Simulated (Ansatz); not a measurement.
# YZn: do energies and stresses tell the same story?

Theory: DFT r2SCAN, scalar-relativistic, plane waves, PAW in Ansatz.

Plane waves to 500 eV, a k mesh through Γ of 12×12×12 on the computed 2-atom cell and Gaussian smearing (0.10 eV); no spin polarisation.

Relaxed cell: Pm-3m, a = 3.565 Å, b = 3.565 Å, c = 3.565 Å, α = 90.00°, β = 90.00°, γ = 90.00°, 2 atoms in the primitive cell. Whether it is the stable form of this composition wasn't checked.

Energies at zero smearing and pressures from the stress tensor, at volumes with shape and atoms relaxed:
```csv
V (Å³/atom),E − E(first) (meV/atom),P (GPa)
19.929,0.00,10.76
20.608,-38.57,7.45
21.287,-64.06,4.59
21.967,-78.24,2.13
22.646,-82.64,0.00
23.326,-78.62,-1.83
24.005,-67.37,-3.40
24.911,-42.93,-5.15
```

Problem. Check P = −dE/dV between neighbouring volumes, and get the bulk modulus from the pressures alone.

Solution. With 1 eV/Å³ = 160.2 GPa:
| middle V (Å³/atom) | −ΔE/ΔV (GPa) | mean P (GPa) |
| --- | --- | --- |
| 20.268 | 9.096 | 9.109 |
| 20.948 | 6.011 | 6.023 |
| 21.627 | 3.344 | 3.360 |
| 22.307 | 1.038 | 1.063 |
| 22.986 | -0.948 | -0.914 |
| 23.665 | -2.653 | -2.612 |
| 24.458 | -4.324 | -4.272 |

The two differ by 0.05 GPa at most. The mean of two end pressures misses the average over a step by about ΔV² P″/12, up to 0.04 GPa here; with that taken off 0.03 GPa remains. The stress is the derivative of the free energy, not of the energy at zero smearing, and with free energies 0.00 GPa remains. Around V = 22.646 Å³/atom, the two neighbours give B = −V ΔP/ΔV = 22.646 × 3.95 / 1.359 = 65.9 GPa, against B0 = 65.8 GPa from the Birch–Murnaghan fit of the energies.

Cost: 9 runs of about 2.2 core-minutes in all, on Arm Neoverse V2 (shared hosts).